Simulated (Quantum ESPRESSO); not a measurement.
# Ir2In3AlCu2: finding a planted mistake in a log

Computed values, not a measurement. The program is pw.x of Quantum ESPRESSO 7.5 (plane-wave density functional theory). The cell is made up: eight metal atoms on a hexagonal close-packed lattice, with elements, volume, strain and displacements drawn at random and not relaxed, so it may be unstable or far from any real phase. PseudoDojo standard norm-conserving files set the functional (PBE unless stated); there is no spin polarisation or spin-orbit coupling, the Fermi-Dirac width of 0.25 eV means electrons at about 2900 K, and the masses in the input are unused placeholders. The copper pseudopotential is less sure than most, with forces differing by about three percent and pressure by about two GPa from a second method on plain copper. Heavy elements are run without spin-orbit coupling, which real alloys of them have. A spin test at this wide smearing found no moment, but such smearing suppresses magnetism that the real alloy may have.

Intended input:

```
&control calculation='scf', pseudo_dir='./dojo.nc.sr.pbe.v0_5.standard.upf', outdir='./o', disk_io='minimal', tprnfor=.true., tstress=.true. /
&system ibrav=0, nat=8, ntyp=4, nbnd=69, ecutwfc=92.02030273, nosym=.true., tot_charge=0,
 occupations='smearing', smearing='fd', degauss=0.0183746611
/
&electrons conv_thr=1.470e-08, electron_maxstep=70, mixing_beta=0.5 /
ATOMIC_SPECIES
Al 1.0 Al.upf
Cu 1.0 Cu.upf
In 1.0 In.upf
Ir 1.0 Ir.upf
CELL_PARAMETERS angstrom
2.8482 0.0398 4.6846
2.8866 0.0449 -4.7077
-2.7941 4.9061 0.0089
ATOMIC_POSITIONS angstrom
Ir -0.0553 -0.041 0.0134
In -1.3301 2.4268 0.0366
Al 2.9971 1.719 -2.3287
Ir 1.5461 4.152 -2.4049
In 2.9145 0.1336 -0.0823
Cu 1.4906 2.5617 0.0012
In 2.8665 1.7056 2.2513
Cu 1.4682 4.2147 2.3631
K_POINTS automatic
5 5 5 1 1 1
```

The log is shortened where brackets say so; the opening notice, blank lines, dates and the lines on written files are dropped, and the path of the files is cut. It prints rydbergs, bohrs and kilobars, and counts compression as positive stress. Its total energy is the free energy E - TS of the whole cell.

Log of the intended run:

```
     Program PWSCF v.7.5
     Parallel version (MPI & OpenMP), running on       4 processor cores
     Number of MPI processes:                 4
     Threads/MPI process:                     1
     [start-up lines left out]
     bravais-lattice index     =            0
     lattice parameter (alat)  =      10.3607  a.u.
     unit-cell volume          =     899.1326 (a.u.)^3
     number of atoms/cell      =            8
     number of atomic types    =            4
     number of electrons       =       114.00
     number of Kohn-Sham states=           69
     kinetic-energy cutoff     =      92.0203  Ry
     charge density cutoff     =     368.0812  Ry
     scf convergence threshold =      1.5E-08
     mixing beta               =       0.5000
     number of iterations used =            8  plain     mixing
     Exchange-correlation= PBE
                           (   1   4   3   4   0   0   0)
     [axes and pseudopotential details left out]
   Cartesian axes
     site n.     atom                  positions (alat units)
         1        Ir     tau(   1) = (  -0.0100864  -0.0074782   0.0024441  )
         2        In     tau(   2) = (  -0.2426023   0.4426337   0.0066756  )
         3        Al     tau(   3) = (   0.5466530   0.3135353  -0.4247409  )
         4        Ir     tau(   4) = (   0.2819994   0.7572999  -0.4386393  )
         5        In     tau(   5) = (   0.5315873   0.0243678  -0.0150110  )
         6        Cu     tau(   6) = (   0.2718765   0.4672387   0.0002189  )
         7        In     tau(   7) = (   0.5228324   0.3110912   0.4106236  )
         8        Cu     tau(   8) = (   0.2677909   0.7687360   0.4310153  )
     number of k points=    63  Fermi-Dirac smearing, width (Ry)=  0.0184
                       cart. coord. in units 2pi/alat
        k(    1) = (   0.1879778   0.2188061   0.0008874), wk =   0.0320000
        k(    2) = (   0.1847047   0.4404447   0.0009943), wk =   0.0320000
     [further k points left out]
     Dense  grid:   107225 G-vectors     FFT dimensions: (  64,  64,  72)
     Estimated max dynamical RAM per process >     422.00 MB
     Estimated total dynamical RAM >       1.57 GB
     Initial potential from superposition of free atoms
     starting charge     113.9849, renormalised to     114.0000
     Starting wfcs are   71 randomized atomic wfcs
     total cpu time spent up to now is        7.0 secs
     per-process dynamical memory:   342.9 Mb
     Self-consistent Calculation
     iteration #  1     ecut=    92.02 Ry     beta= 0.50
     Davidson diagonalization with overlap
     ethr =  1.00E-02,  avg # of iterations =  5.9
     total cpu time spent up to now is       26.3 secs
     total energy              =   -1618.76505084 Ry
     estimated scf accuracy    <       5.71628096 Ry
     iteration #  2     ecut=    92.02 Ry     beta= 0.50
     Davidson diagonalization with overlap
     ethr =  5.01E-03,  avg # of iterations =  2.5
     total cpu time spent up to now is       44.8 secs
     total energy              =   -1620.01105366 Ry
     estimated scf accuracy    <      24.82495578 Ry
     [iterations 3 to 12 left out]
     iteration # 13     ecut=    92.02 Ry     beta= 0.50
     Davidson diagonalization with overlap
     ethr =  3.76E-09,  avg # of iterations =  1.1
     total cpu time spent up to now is      215.8 secs
     total energy              =   -1622.36788348 Ry
     estimated scf accuracy    <       0.00000033 Ry
     iteration # 14     ecut=    92.02 Ry     beta= 0.50
     Davidson diagonalization with overlap
     ethr =  2.92E-10,  avg # of iterations =  3.9
     total cpu time spent up to now is      233.9 secs
     End of self-consistent calculation
     [lines on levels left out]
!    total energy              =   -1622.36788357 Ry
     estimated scf accuracy    <          6.8E-09 Ry
     smearing contrib. (-TS)   =      -0.06127575 Ry
     internal energy E=F+TS    =   -1622.30660782 Ry
     The total energy is F=E-TS. E is the sum of the following terms:
     one-electron contribution =    -747.90114596 Ry
     hartree contribution      =     450.82592992 Ry
     xc contribution           =    -303.41535683 Ry
     ewald contribution        =   -1021.81603496 Ry
     convergence has been achieved in  14 iterations
     Forces acting on atoms (cartesian axes, Ry/au):
     atom    1 type  4   force =     0.02653937    0.00400556    0.01300713
     atom    2 type  3   force =     0.01029962    0.05485679   -0.00472578
     atom    3 type  1   force =    -0.01951945    0.00285902   -0.04684532
     atom    4 type  4   force =    -0.00204186   -0.00686702    0.00732020
     atom    5 type  3   force =    -0.02950606   -0.05969073   -0.01122055
     atom    6 type  2   force =     0.00576297    0.00329261   -0.01071293
     atom    7 type  3   force =     0.00569273    0.01063597    0.06070520
     atom    8 type  2   force =     0.00277269   -0.00909222   -0.00752794
     Total force =     0.124144     Total SCF correction =     0.000122
     Computing stress (Cartesian axis) and pressure
          total   stress  (Ry/bohr**3)                   (kbar)     P=       10.45
   0.00010932   0.00013913   0.00011499           16.08       20.47       16.92
   0.00013913  -0.00022549  -0.00001893           20.47      -33.17       -2.78
   0.00011499  -0.00001893   0.00032929           16.92       -2.78       48.44
     init_run     :      6.78s CPU      6.93s WALL (       1 calls)
     electrons    :    223.96s CPU    226.91s WALL (       1 calls)
     forces       :      1.86s CPU      1.88s WALL (       1 calls)
     stress       :      6.31s CPU      6.31s WALL (       1 calls)
     [timing details left out]
     PWSCF        :   3m58.99s CPU   4m 2.15s WALL
     JOB DONE.
```

A second run was made from an input with one planted mistake. Its log:

```
     Program PWSCF v.7.5
     Parallel version (MPI & OpenMP), running on       4 processor cores
     Number of MPI processes:                 4
     Threads/MPI process:                     1
     [start-up lines left out]
     bravais-lattice index     =            0
     lattice parameter (alat)  =      10.3607  a.u.
     unit-cell volume          =     899.1326 (a.u.)^3
     number of atoms/cell      =            8
     number of atomic types    =            4
     number of electrons       =       114.00
     number of Kohn-Sham states=           69
     kinetic-energy cutoff     =      92.0203  Ry
     charge density cutoff     =     368.0812  Ry
     scf convergence threshold =      1.5E-08
     mixing beta               =       0.5000
     number of iterations used =            8  plain     mixing
     Exchange-correlation= PBE
                           (   1   4   3   4   0   0   0)
     [axes and pseudopotential details left out]
   Cartesian axes
     site n.     atom                  positions (alat units)
         1        Ir     tau(   1) = (  -0.0100864  -0.0074782   0.0024441  )
         2        In     tau(   2) = (  -0.2426023   0.4426337   0.0066756  )
         3        Al     tau(   3) = (   0.5466530   0.3135353  -0.4247409  )
         4        Ir     tau(   4) = (   0.2819994   0.7572999  -0.4386393  )
         5        In     tau(   5) = (   0.5315873   0.0243678  -0.0150110  )
         6        Cu     tau(   6) = (   0.2718765   0.4672387   0.0002189  )
         7        In     tau(   7) = (   0.5228324   0.3110912   0.4106236  )
         8        Cu     tau(   8) = (   0.2331360   0.7687360   0.4310153  )
     number of k points=    63  Fermi-Dirac smearing, width (Ry)=  0.0184
                       cart. coord. in units 2pi/alat
        k(    1) = (   0.1879778   0.2188061   0.0008874), wk =   0.0320000
        k(    2) = (   0.1847047   0.4404447   0.0009943), wk =   0.0320000
     [further k points left out]
     Dense  grid:   107225 G-vectors     FFT dimensions: (  64,  64,  72)
     Estimated max dynamical RAM per process >     422.00 MB
     Estimated total dynamical RAM >       1.57 GB
     Initial potential from superposition of free atoms
     starting charge     113.9849, renormalised to     114.0000
     Starting wfcs are   71 randomized atomic wfcs
     total cpu time spent up to now is        6.9 secs
     per-process dynamical memory:   342.9 Mb
     Self-consistent Calculation
     iteration #  1     ecut=    92.02 Ry     beta= 0.50
     Davidson diagonalization with overlap
     ethr =  1.00E-02,  avg # of iterations =  5.7
     total cpu time spent up to now is       26.2 secs
     total energy              =   -1618.83743332 Ry
     estimated scf accuracy    <       5.60646302 Ry
     iteration #  2     ecut=    92.02 Ry     beta= 0.50
     Davidson diagonalization with overlap
     ethr =  4.92E-03,  avg # of iterations =  2.2
     total cpu time spent up to now is       44.4 secs
     total energy              =   -1620.05721321 Ry
     estimated scf accuracy    <      24.20109604 Ry
     [iterations 3 to 12 left out]
     iteration # 13     ecut=    92.02 Ry     beta= 0.50
     Davidson diagonalization with overlap
     ethr =  1.42E-09,  avg # of iterations =  2.3
     total cpu time spent up to now is      216.0 secs
     total energy              =   -1622.36263184 Ry
     estimated scf accuracy    <       0.00000010 Ry
     iteration # 14     ecut=    92.02 Ry     beta= 0.50
     Davidson diagonalization with overlap
     ethr =  8.82E-11,  avg # of iterations =  4.2
     total cpu time spent up to now is      236.1 secs
     End of self-consistent calculation
     [lines on levels left out]
!    total energy              =   -1622.36263188 Ry
     estimated scf accuracy    <          4.4E-09 Ry
     smearing contrib. (-TS)   =      -0.06123587 Ry
     internal energy E=F+TS    =   -1622.30139601 Ry
     The total energy is F=E-TS. E is the sum of the following terms:
     one-electron contribution =    -751.43136064 Ry
     hartree contribution      =     452.57459111 Ry
     xc contribution           =    -303.43023829 Ry
     ewald contribution        =   -1020.01438818 Ry
     convergence has been achieved in  14 iterations
     Forces acting on atoms (cartesian axes, Ry/au):
     atom    1 type  4   force =     0.02552330    0.00468562    0.01943673
     atom    2 type  3   force =     0.01048772    0.05461895   -0.00447934
     atom    3 type  1   force =    -0.02029450   -0.00049699   -0.04664112
     atom    4 type  4   force =    -0.01911495   -0.00741324    0.00619315
     atom    5 type  3   force =    -0.03200677   -0.05958601   -0.01976848
     atom    6 type  2   force =     0.00544999    0.00386689   -0.01059915
     atom    7 type  3   force =     0.00150516    0.02266242    0.06051189
     atom    8 type  2   force =     0.02845005   -0.01833764   -0.00465367
     Total force =     0.132960     Total SCF correction =     0.000176
     Computing stress (Cartesian axis) and pressure
          total   stress  (Ry/bohr**3)                   (kbar)     P=       17.25
   0.00019478   0.00014323   0.00011169           28.65       21.07       16.43
   0.00014323  -0.00018680  -0.00002530           21.07      -27.48       -3.72
   0.00011169  -0.00002530   0.00034388           16.43       -3.72       50.59
     init_run     :      6.70s CPU      6.86s WALL (       1 calls)
     electrons    :    226.07s CPU    229.19s WALL (       1 calls)
     forces       :      1.85s CPU      1.87s WALL (       1 calls)
     stress       :      6.36s CPU      6.38s WALL (       1 calls)
     [timing details left out]
     PWSCF        :   4m 1.07s CPU   4m 4.42s WALL
     JOB DONE.
```

Question: the log repeats what the program read. Compare it with the intended run: what was wrong in the second input?

Answer: one coordinate of one atom is wrong. The input lines that differ:

```
- Cu 1.4682 4.2147 2.3631
+ Cu 1.2782 4.2147 2.3631
```

|  | intended run | run with the mistake |
| --- | --- | --- |
| free energy (eV) | -22073.440 | -22073.368 |
| entropy term -TS, part of it (eV) | -0.834 | -0.833 |
| pressure (GPa) | 1.05 | 1.73 |
| size of the largest force component (eV/Å) | 1.561 | 1.556 |
| largest change of a force component (eV/Å) |  | 0.660 |
| iterations | 14 | 14 |

For scale, a rerun of the intended cell at a higher cutoff and on a denser mesh moved values by no more than 0.024 eV in energy, 0.10 GPa in stress and 0.007 eV/Å in force, and a second program with other atomic files agreed on that cell to 2 % rms in force and 0.5 GPa in pressure.